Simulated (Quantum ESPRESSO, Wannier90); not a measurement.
PbIF (P4/nmm), plane waves to Wannier functions

```
begin unit_cell_cart
ang
    4.2358500000    0.0000000000    0.0000000000
    0.0000000000    4.2358500000    0.0000000000
    0.0000000000    0.0000000000    9.4597000000
end unit_cell_cart
begin atoms_frac
Pb   0.0000000000  0.5000000000 -0.1572700000
Pb   0.5000000000  0.0000000000  0.1572700000
I    0.5000000000  0.0000000000 -0.3281700000
I    0.0000000000  0.5000000000  0.3281700000
F    0.0000000000  0.0000000000  0.0000000000
F    0.5000000000  0.5000000000  0.0000000000
end atoms_frac
```

Structure: Materials Project mp-22969, symmetrised, not relaxed again. COD (Crystallography Open Database) has an entry of this formula and space group (matched by these alone). Method: PBEsol plane waves in Quantum ESPRESSO 7.5 (PseudoDojo norm-conserving files, 68 Ry, no spin polarisation, no spin-orbit coupling), Bloch states on a 4×4×4 mesh through Γ, Wannier90 4.0.1. Density: 8×8×4 mesh, cold smearing 0.01 Ry. Spin-orbit coupling is left out although heavy elements are present.

Bands 1-2 form an isolated set from -22.19 to -21.84 eV relative to the valence-band maximum (on the path) and are turned into 2 Wannier functions by minimising the spread from the start: atomic waves F 2s.

Problem. Where do the functions sit, how wide are they and what are they made of?

Solution. 
| functions | spread (Å²) | nearest atom, distance (Å) | second atom, distance (Å) | weight on atomic waves |
|---|---|---|---|---|
| 2 | 0.42 | F 0.00 | Pb 2.59 | F 2s 93 %, Pb 6p 5 % |

Ω_I = 0.83 Å², Ω_total = 0.83 Å²; the interpolated bands follow pw.x to 0.0 meV rms on the path. Only this start was tried; a symmetric start can stop on a saddle, and mixtures of these functions could lower the total by at most Ω_total − Ω_I.
